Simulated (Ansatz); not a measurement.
The elements of this relaxed trial crystal are hidden behind letters.

```
lattice vectors (Å)
   7.5592    0.0000    0.0000
   0.0000    7.5592    0.0000
   0.0000    0.0000    7.5592
fractional positions
X 0.0000 0.0000 0.0000
Z 0.1812 0.5000 0.5000
Z 0.5000 0.5000 0.8188
Z 0.5000 0.5000 0.1812
Z 0.5000 0.1812 0.5000
Z 0.5000 0.8188 0.5000
Z 0.8188 0.5000 0.5000
```

Method: Ansatz 0.2.0, DFT PBE, scalar-relativistic, plane waves, PAW. The final run on the 7-atom cell used 420 eV, a Γ-centred 6×6×6 mesh, 0.10 eV smearing and no spin polarisation.

- Space group: Pm-3m (No. 221)
- Conventional cell: a = 7.559 Å
- Volume per atom: 61.71 Å³
- Density: 3.03 g/cm³
- Energy over the elements: +0.28 eV/atom
- Gap on the 6×6×6 mesh of the 7-atom cell: 0 eV (a metal)

Energies are uncorrected and count from the elements' standard states at the same level.

**Question.** X is an s-block element of period 3 and Z is a p-block element of period 5. Which elements are they?

**Answer.** X = Na, Z = Te, so the formula is NaTe6. Density times volume gives a mean mass of 3.03 × 61.71/1.6605 = 112.6 u per atom, and this set has 112.7 u. Na is surrounded by 24 Te at 5.52 Å (long contacts); around Te lie 1 Te at 2.74 Å, 4 Te at 3.41 Å, 1 Te at 4.82 Å and 4 Na at 5.52 Å. Other sets within the hints have nearly the same mass, so mass alone doesn't settle it; this one was computed.

These runs have no spin–orbit coupling, which can matter for Te. An odd number of electrons in the primitive cell allows no gap without spin; a larger cell or a magnetic state could open one. The cell is a metal run without spin; a magnetic state may lie lower. Symmetry constrained the relaxation, so the result can be a saddle point.
